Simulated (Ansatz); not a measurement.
Relaxed Zr (hcp, Mg type):

```
CELL_PARAMETERS angstrom
      6.49204     0.00000     0.00000
     -1.62301     2.81113     0.00000
      0.00000     0.00000     5.15071
ATOMIC_POSITIONS crystal
  Zr 0.16667 0.66667 0.75000
  Zr 0.66667 0.66667 0.75000
  Zr 0.33333 0.33333 0.25000
  Zr 0.83333 0.33333 0.25000
```

In this cell atom 4 (Zr, nearest neighbour Zr at 3.185 Å; its periodic images, 3.2 Å or more away, move with it) is moved by s along Cartesian x, unit vector (1.000, 0.000, 0.000); all other atoms and the cell stay fixed.

Computed with r2SCAN (plane waves to 500 eV, PAW, scalar-relativistic; Ansatz, a program for electronic structure). k mesh 13×13×7 (Γ-centred), Fermi-Dirac smearing 0.05 eV. The energy includes the smearing's −TS. Left out: 2 of 11 points, with atoms too close for the PAW data. With partly filled bands, energies and forces of such displacements shift with the k mesh and the smearing. Zr is run without spin polarisation. Zr was relaxed with its symmetry unable to fall. The zero of ΔE is the undisplaced structure. The last digit holds for this mesh only.

| s (Å) | ΔE (meV/cell) |
|---|---|
| -0.512 | 648.6 |
| -0.384 | 374.8 |
| -0.256 | 172.9 |
| -0.128 | 44.3 |
| 0.000 | 0.0 |
| 0.128 | withheld |
| 0.256 | 170.3 |
| 0.384 | 370.1 |
| 0.512 | 636.3 |

Fit a polynomial form (powers 2, 3, 4) to the given rows and predict ΔE at s = 0.128.

Least squares on the 8 given rows: ΔE = (2644)·s² + (-45.64)·s³ + (-741.0)·s⁴, in meV/cell with s in Å; root-mean-square residual 1.12 meV/cell. At 0.128 the fit gives 43.0 meV/cell; the calculation gives 43.6 meV/cell, so the interpolation is off by -0.6 (-1.4 %). The quadratic term alone would give 43.3 meV/cell.

(For displaced atoms, the force is minus the slope of the energy, and its curvature is a force constant, which sets phonon frequencies.)
